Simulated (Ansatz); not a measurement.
**Computed properties of FeBiO$_{3}$**

FeBiO3:
```xyz
10
Lattice="2.7846 1.6077 4.4689 -2.7846 1.6077 4.4689 0.0000 -3.2154 4.4689" Properties=species:S:1:pos:R:3 pbc="T T T"
Bi     0.0000     0.0000     3.0573
Bi     0.0000     0.0000    10.3495
Fe     0.0000     0.0000     0.0000
Fe     0.0000     0.0000     6.7034
O      0.4340     1.6897     7.7222
O     -1.6804    -0.4690     7.7222
O      1.2463    -1.2207     7.7222
O     -0.4340    -1.6897     5.6846
O      1.6804     0.4690     5.6846
O     -1.2463     1.2207     5.6846
```
The run is spin-polarised; directions of the spins, atom by atom: 0 0 ↑ ↓ 0 0 0 0 0 0.

Space group R-3 (No. 148); conventional cell a = b = 5.5692 Å, c = 13.4068 Å, α = β = 90.00°, γ = 120.00°.

Method: PBEsol (plane waves, PAW; program Ansatz). The cell and atoms are relaxed at this level. Other levels are named where they apply.

**Cell and energy**

| Item | Result |
|---|---|
| Volume per atom | 12.00 Å³ |
| Density | 8.65 g/cm³ |
| Formation energy from the elements (no fitted shifts) | -1.19 eV/atom |

**Electronic structure**

| Property | Value |
|---|---|
| Band gap | 0.18 eV (indirect) |
| Valence-band maximum | at L |
| Conduction-band minimum | at T |
| Smallest direct gap on the standard path | 0.28 eV |
| Electron effective mass | 1.1 mₑ (isotropic) |

**Magnetism**

| Quantity | Value |
|---|---|
| Magnetic order | antiferromagnetic |
| Net moment | 0.00 μB per atom |

**Mechanics**

| Item | Value |
|---|---|
| Bulk modulus (Birch–Murnaghan fit) | 110 GPa |
| Pressure derivative B′ | 5.1 |

**Dielectric response**

| Quantity | Value |
|---|---|
| Electronic dielectric constant ε∞ (DFPT) | 15.3 (xx = yy), 13.6 (zz) |
| Static dielectric constant ε0 (ions relaxed, cell fixed) | 213 (xx = yy), 149 (zz) |
| Born charges (a third of the trace) | Bi +4.86, Fe +5.08 to +5.52, O -3.39 e |

**Phonons**

| Item | Result |
|---|---|
| Highest zone-centre frequency (without LO–TO term) | 567 cm⁻¹ |
| Zone-centre stability | no imaginary mode at Γ |

The start of the workflow was typed in or built on a structure type; neither database checked (COD, Materials Project) lists it. It is not the phase usual at ambient conditions (space group No. 161). The PBEsol relaxation kept the symmetry of its start, as lowered by the spin order. The final state is antiferromagnetic, chosen from 5 collinear starts compared on coarse meshes (ties went to the first, and starts can fall back to one state), not a proven ground state. No Hubbard U is applied. Point labels and valley counts follow the cell and symmetry of the run, lower than the named group. The references are the lowest solids computed at this level, not always the standard phases (solids in place of the gases). Scalar-relativistic: spin–orbit coupling is off unless named, which matters more the heavier the elements.

Potentials: the later of the program's two PAW sets.
